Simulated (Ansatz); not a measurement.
## Ge8Mo3W: rattling a relaxed structure

The cell was found from a structure generator's guess, not taken from experiment.

These are results of DFT PBE, scalar-relativistic, plane waves, PAW (Ansatz 0.2.0), not measurements. Cutoff 420 eV; k points 8×8×6 on the computed 12-atom cell (Γ-centred); Gaussian smearing, width 0.10 eV; no spin polarisation.

The cell below (12 atoms, space group P4/mmm (No. 123)) is relaxed within its symmetry.

```
CELL_PARAMETERS angstrom
4.72134 0.00000 0.00000
0.00000 4.72134 0.00000
0.00000 0.00000 8.28665
ATOMIC_POSITIONS crystal
Ge 0.00000 0.00000 0.33821
Ge 0.00000 0.50000 0.83775
Ge 0.50000 0.00000 0.83775
Ge 0.50000 0.50000 0.33864
Ge 0.00000 0.00000 0.66179
Ge 0.00000 0.50000 0.16225
Ge 0.50000 0.00000 0.16225
Ge 0.50000 0.50000 0.66136
Mo 0.00000 0.00000 0.00000
Mo 0.00000 0.50000 0.50000
Mo 0.50000 0.00000 0.50000
W 0.50000 0.50000 0.00000
```

For the test it was strained at random (σ = 1.5 % a component), the atoms were moved at random (σ = 0.10 Å), and all was relaxed again on a coarse 6×6×4 mesh (in the run’s order of axes) with 0.20 eV smearing, with no symmetry imposed.

These runs have no spin–orbit coupling, which can matter for W.

Q: What happens?

A: It returns, within 1 meV/atom of the unmoved cell on that mesh and with the same symmetry when read at 0.1 Å (Cmmm at 0.01 Å, so small strains and shifts remain). So it is stable against the distortions that fit this cell and that this random move excites. Modes that don't fit the cell aren't tested.
